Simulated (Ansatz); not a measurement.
According to DFT-PBE in the program Ansatz with PAW potentials, NbAs in the tetragonal phase (I4_1md; Nb on 4a, As on 4a) relaxes to a = 3.473 Å, c = 11.750 Å. As has 6 nearest neighbours from 2.63 Å (trigonal prismatic). Against the elements it lies at -0.69 eV/atom, with no fitted shifts.

Electronic character: no gap, with almost no states at the Fermi level (zero-gap or semimetallic).

Symmetry was held in the PBE relaxation. The run is not spin-polarised. A small band overlap can be real or an error of a semilocal functional. The references are the lowest solids computed at this level, not always the standard phases. Scalar-relativistic: spin–orbit coupling is off unless named, which matters more the heavier the elements.

Potentials: the earlier of the program's two PAW sets.
